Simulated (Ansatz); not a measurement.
# Moving the functional in GeSb2Te4

The cell as given:

```cif
data_structure
_symmetry_space_group_name_H-M 'P 1'
_symmetry_Int_Tables_number 1
_cell_length_a 13.4610
_cell_length_b 13.4610
_cell_length_c 13.4610
_cell_angle_alpha 18.462
_cell_angle_beta 18.462
_cell_angle_gamma 18.462
_cell_volume 213.65
loop_
_atom_site_label
_atom_site_type_symbol
_atom_site_fract_x
_atom_site_fract_y
_atom_site_fract_z
_atom_site_occupancy
Te1 Te 0.70897 0.70897 0.70897 1
Te2 Te 0.29103 0.29103 0.29103 1
Te3 Te 0.56968 0.56968 0.56968 1
Te4 Te 0.43032 0.43032 0.43032 1
Sb1 Sb 0.85941 0.85941 0.85941 1
Sb2 Sb 0.14059 0.14059 0.14059 1
Ge1 Ge 0.00000 0.00000 0.00000 1
```

The cell is a database's computed one, not the measured one.

Kept alike: task relaxation of cell and atoms; k mesh 7 × 7 × 7; occupations fermi-dirac, width 0.05 eV; no spin polarisation. Program: Ansatz, Ansatz PAW. Cutoffs run from 420 to 500 eV. The mesh is that of the run's cell of 7 atoms. No spin-orbit coupling.

| run | volume (Å³/atom) |
| --- | --- |
| A | 30.442 |
| B | 29.908 |
| C | 28.851 |
| D | 28.286 |

The relaxations keep at least the cell's symmetry (R-3m). For a metal such a mesh leaves the last digits unconverged. Relaxations stop with a little pressure left, so the last digits of a volume or edge aren't settled. All rows use potentials made for PBE.

Problem. The runs differ in the functional (and the cutoff that goes with it) alone: LDA; PBE; PBEsol; r2SCAN. Which run is which?

Solution. Run A is PBE; run B is r2SCAN; run C is PBEsol; run D is LDA. The volume runs from 28.286 (LDA) to 30.442 Å³/atom (PBE). From PBE: LDA -2.156; PBEsol -1.591; r2SCAN -0.534.
